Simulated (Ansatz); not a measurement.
**BaSrYNbO6 — quadrupolar parameters**

The cell is a Materials Project structure (computed, not necessarily an observed phase), ions relaxed with PBE at fixed cell.

Space group P-1 (No. 2); a = 5.9783, b = 5.9835, c = 8.4577 Å, α = 90.24°, β = 90.21°, γ = 90.23°.

| site | Wyckoff | site symmetry | x | y | z |
| --- | --- | --- | --- | --- | --- |
| Ba | 2i | 1 | 0.9952 | 0.9854 | 0.7502 |
| Sr | 2i | 1 | 0.5009 | 0.4768 | 0.7491 |
| Y5 | 1d | -1 | 0.5000 | 0.0000 | 0.0000 |
| Y6 | 1g | -1 | 0.0000 | 0.5000 | 0.5000 |
| Nb7 | 1c | -1 | 0.0000 | 0.5000 | 0.0000 |
| Nb8 | 1f | -1 | 0.5000 | 0.0000 | 0.5000 |
| O9 | 2i | 1 | 0.2099 | 0.7611 | 0.0227 |
| O10 | 2i | 1 | 0.2987 | 0.2676 | 0.4603 |
| O13 | 2i | 1 | 0.2626 | 0.2937 | 0.0406 |
| O14 | 2i | 1 | 0.2368 | 0.7924 | 0.4817 |
| O17 | 2i | 1 | 0.4501 | 0.0360 | 0.7348 |
| O18 | 2i | 1 | 0.0665 | 0.4897 | 0.7653 |

One atom of each set is listed.

All values are calculated (Ansatz; DFT, r2SCAN, plane waves and PAW, scalar-relativistic, 500 eV cutoff, Γ-centred 4×4×3 k-points, Fermi–Dirac smearing 0.02 eV), not measured.

Conventions: |V_zz| ≥ |V_yy| ≥ |V_xx|, η = (V_xx − V_yy)/V_zz, C_Q = eQV_zz/h.

¹³⁷Ba: I = 3/2, Q = 236.0 mb; 87Sr: I = 9/2, Q = 305.0 mb; ⁹³Nb: I = 9/2, Q = -320.0 mb; O-17: I = 5/2, Q = -25.58 mb. Nuclear quadrupole moments: year-2017 set (Pyykkö).

Task: What field gradients does the calculation give at each kind of site?

Result: 

| site | atoms | first shell | V_xx, V_yy, V_zz (10²¹ V/m²) | η | C_Q (MHz) |
| --- | --- | --- | --- | --- | --- |
| Ba | 2 | 12 O at 2.74–3.49 Å | 0.18, 3.08, -3.26 | 0.89 | -18.6 |
| Sr | 2 | 4 O at 2.60–2.66 Å; also 7 O at 2.96–3.36 Å | 1.61, 3.95, -5.56 | 0.42 | -41.0 |
| Y5 | 1 | 6 O at 2.25–2.29 Å | 1.17, 1.53, -2.69 | 0.13 | – |
| Y6 | 1 | 6 O at 2.25–2.29 Å | 0.33, 2.14, -2.46 | 0.73 | – |
| Nb7 | 1 | 6 O at 2.01–2.03 Å | 0.81, 1.65, -2.46 | 0.34 | 19.0 |
| Nb8 | 1 | 6 O at 2.01–2.04 Å | 0.47, 2.24, -2.71 | 0.65 | 20.9 |
| O9 | 2 | 1 Nb at 2.01 Å, 1 Y at 2.25 Å, angle 164°; also 2 Ba at 2.74–2.96 Å, 1 Sr at 2.96 Å | -0.29, -0.61, 0.91 | 0.35 | -0.561 |
| O10 | 2 | 1 Nb at 2.04 Å, 1 Y at 2.29 Å; also 2 Sr at 2.63–2.99 Å, 1 Ba at 2.91 Å | 0.28, 0.30, -0.58 | 0.05 | 0.357 |
| O13 | 2 | 1 Nb at 2.03 Å, 1 Y at 2.29 Å, angle 158°; also 2 Sr at 2.64–3.06 Å, 1 Ba at 2.88 Å | 0.100, 0.45, -0.55 | 0.64 | 0.340 |
| O14 | 2 | 1 Nb at 2.01 Å, 1 Y at 2.25 Å, angle 165°; also 2 Ba at 2.75–2.93 Å, 2 Sr at 2.98–3.35 Å | -0.13, -0.68, 0.81 | 0.68 | -0.501 |
| O17 | 2 | 1 Nb at 2.02 Å, 1 Y at 2.27 Å, angle 160°; also 1 Sr at 2.66 Å, 2 Ba at 2.74–3.28 Å | -0.051, -0.48, 0.53 | 0.81 | -0.328 |
| O18 | 2 | 1 Nb at 2.03 Å, 1 Y at 2.28 Å; also 1 Sr at 2.60 Å, 2 Ba at 3.00–3.05 Å | 0.18, 0.35, -0.54 | 0.31 | 0.333 |

Y has no stable isotope with a ground-state quadrupole moment in the table, so no C_Q is given.

At this cell the principal stresses reach 5 GPa in size with r2SCAN, which can matter for small gradients. Without spin–orbit coupling (the program notes it for Ba, Nb, Sr and Y) the gradients are little affected as a rule: paired runs on crystals with a gap mostly move them by under 2 % at such atoms.

Hardware: 2 threads of Arm Neoverse V2 (aarch64; 8 cores open to the job, memory cap 5.0 GiB, no GPU), a shared host with a load of 0.6 a core. Wall time 68 s, CPU time 2.2 min, peak memory 1.7 GiB.
